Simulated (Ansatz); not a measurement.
## Equation of state of Be5Au

A database entry relaxed whole under r2SCAN (F-43m):

```
CELL_PARAMETERS angstrom
0.00000 3.04883 3.04883
3.04883 0.00000 3.04883
3.04883 3.04883 0.00000
ATOMIC_POSITIONS crystal
Be 0.62472 0.62472 0.62472
Be 0.12585 0.62472 0.62472
Be 0.62472 0.62472 0.12585
Be 0.62472 0.12585 0.62472
Be 0.25000 0.25000 0.25000
Au 0.00000 0.00000 0.00000
```

The cell was scaled uniformly, its shape held, and the atoms relaxed at each volume with plane-wave PAW DFT (Ansatz 0.2.0; r2SCAN, 500 eV, 10×10×10 Γ-centred mesh, fermi-dirac occupations of width 0.100 eV; no spin, no spin-orbit coupling). One row is withheld.

| volume (Å³/atom) | energy over the lowest (meV/atom) | pressure (GPa) |
| --- | --- | --- |
| 8.880 | 16.8 | 10.05 |
| 9.069 | 7.2 | 6.35 |
| 9.258 | 1.7 | 3.00 |
| 9.447 | 0.0 | -0.04 |
| 9.636 | 1.7 | -2.79 |
| 9.825 | ? | ? |
| 10.013 | 14.1 | -7.55 |

Question: Fit the pressures of the other rows to the third-order Birch-Murnaghan form.

Answer: With f = [(V₀/V)^(2/3) − 1]/2 and P = 3B₀f(1 + 2f)^(5/2)[1 + 3(B₀′ − 4)f/2], least squares gives V₀ = 9.44 Å³ an atom, B₀ = 145 GPa and B₀′ = 3.9; the rows miss the fit by less than 0.01 GPa. The slope of the energies differs from these pressures by less than 0.05 GPa.

Question: What does the withheld row hold?

Answer: The fit gives -5.29 GPa at 9.825 Å³; the run gave -5.29 GPa and 6.5 meV an atom.

Caveats: the shape of the cell was held; 0 K, fixed nuclei; the symmetry was kept, and this need not be the phase that is stable at 0 K; one mesh for all volumes; pressure is positive in compression.
